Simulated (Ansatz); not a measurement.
Input:

SiGe:
```xyz
4
Lattice="3.8704 0.0000 0.0000 -1.9352 3.3519 0.0000 0.0000 0.0000 6.3944" Properties=species:S:1:pos:R:3 pbc="T T T"
Si     1.9352     1.1173     5.5920
Si     0.0000     2.2346     2.3948
Ge     1.9352     1.1173     3.2003
Ge     0.0000     2.2346     0.0031
```

This is the LDA-relaxed structure. x, y and z are the axes in which the lattice vectors are written.

**Question.** All from plane-wave PAW LDA (Ansatz code), unless another level is named. Give the electron effective mass.

**Answer.** 0.11, 1.2, 1.2 mₑ (principal values).

**Question.** And the band gap?

**Answer.** 0.32 eV (indirect).

**Question.** Next, the smallest direct gap on the standard path?

**Answer.** 0.42 eV.

**Question.** Predict the hole effective mass, band 2 of 2 at the edge.

**Answer.** 0.075 along x, 0.51 along z (mₑ).

Space group P6_3mc (wurtzite). The first step of the workflow began from a Materials Project structure, measured or hypothetical; the Crystallography Open Database copy checked does not list it. Its standing as an ambient phase is unchecked. The cell was relaxed with LDA under the symmetry of its start; of distortions, only those at the zone centre were tested. Spin–orbit coupling is left out wherever it is not named.

Potentials: the later of the program's two PAW sets.
